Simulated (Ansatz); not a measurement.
BaBr2 squeezed and stretched

A database entry relaxed whole under r2SCAN (Pnma):

```
Ba Br
1.0
     8.33043    0.00000    0.00000
     0.00000    4.98384    0.00000
     0.00000    0.00000    9.98830
Ba Br
4 8
Cartesian
  2.0708 1.2460 1.1772
  2.0944 3.7379 6.1714
  6.2360 1.2460 3.8169
  6.2596 3.7379 8.8111
  1.1919 1.2460 4.2931
  2.9733 3.7379 9.2873
  5.3571 1.2460 0.7010
  7.1385 3.7379 5.6952
  0.2242 1.2460 8.3059
  3.9410 3.7379 3.3117
  4.3894 1.2460 6.6766
  8.1062 3.7379 1.6824
```

The cell was scaled uniformly, its shape held, and the atoms relaxed at each volume with plane-wave PAW DFT (Ansatz 0.2.0; r2SCAN, 500 eV, 4×6×4 Γ-centred mesh, fermi-dirac occupations of width 0.020 eV; no spin, no spin-orbit coupling). One row is withheld.

```json
{"volume (Å³/atom)": "32.484", "energy over the lowest (meV/atom)": "12.2", "pressure (GPa)": "2.02", "gap over mesh and path (eV)": "4.666"}
{"volume (Å³/atom)": "33.175", "energy over the lowest (meV/atom)": "?", "pressure (GPa)": "?", "gap over mesh and path (eV)": "?"}
{"volume (Å³/atom)": "33.866", "energy over the lowest (meV/atom)": "1.3", "pressure (GPa)": "0.61", "gap over mesh and path (eV)": "4.762"}
{"volume (Å³/atom)": "34.557", "energy over the lowest (meV/atom)": "0.0", "pressure (GPa)": "-0.01", "gap over mesh and path (eV)": "4.788"}
{"volume (Å³/atom)": "35.249", "energy over the lowest (meV/atom)": "1.1", "pressure (GPa)": "-0.50", "gap over mesh and path (eV)": "4.839"}
{"volume (Å³/atom)": "35.940", "energy over the lowest (meV/atom)": "4.2", "pressure (GPa)": "-0.93", "gap over mesh and path (eV)": "4.876"}
{"volume (Å³/atom)": "36.631", "energy over the lowest (meV/atom)": "9.0", "pressure (GPa)": "-1.28", "gap over mesh and path (eV)": "4.908"}
```

Question: Fit the pressures of the other rows to the third-order Birch-Murnaghan form.

Answer: With f = [(V₀/V)^(2/3) − 1]/2 and P = 3B₀f(1 + 2f)^(5/2)[1 + 3(B₀′ − 4)f/2], least squares gives V₀ = 34.57 Å³ an atom, B₀ = 26.8 GPa and B₀′ = 6.4; the rows miss the fit by 0.03 GPa. The slope of the energies differs from these pressures by less than 0.05 GPa.

Question: How does the gap move with volume?

Answer: It runs from 4.67 eV at the smallest volume to 4.91 eV at the largest, not along one parabola, so no one slope is given.

Question: What does the withheld row hold?

Answer: The fit gives 1.25 GPa at 33.175 Å³; the run gave 1.26 GPa and 5.2 meV an atom. Its gap is 4.713 eV.

Caveats: the shape of the cell was held, so B₀ is an upper bound where the axes differ in stiffness; 0 K, fixed nuclei; the symmetry was kept, and this need not be the phase that is stable at 0 K; one mesh for all volumes; r2SCAN gaps lie as a rule under measured ones; no spin-orbit coupling, which narrows gaps of heavier elements; pressure is positive in compression.
